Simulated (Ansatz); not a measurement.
HfGe in space group I4_1md (No. 109; Hf on 4a, Ge on 4a), the program Ansatz at the PBE level (PAW), all energies at zero smearing, with the estimated change up to a 700 eV cutoff added, with one set of potentials and settings (totals compare only within such a set). Cell of 4 atoms (2 Hf, 2 Ge): -40035.552 eV.

```
element                reference phase  E (eV/atom)
-------  -----------------------------  -----------
Hf       P6_3/mmc, 2 atoms in the cell  -15722.2087
Ge          Fd-3m, 2 atoms in the cell   -4294.9907
```

Formation energy per atom, worked out: (-40035.552 − 2×(-15722.2087) − 2×(-4294.9907))/4 = -0.288 eV/atom (-28 kJ per mol of atoms), at 0 K, without zero-point energy or fitted corrections.

The cell is a constructed one: a structure type filled with these elements; neither database checked (COD, Materials Project) lists it. Whether it is the stable phase at ambient conditions was not checked. Symmetry was held in the PBE relaxation; whether a distortion lowers the energy is not shown. No spin polarisation was allowed. The references are the lowest solids computed at this level, not always the standard phases. Scalar-relativistic: spin–orbit coupling is off unless named, which matters more the heavier the elements.

Potentials: the earlier of the program's two PAW sets.
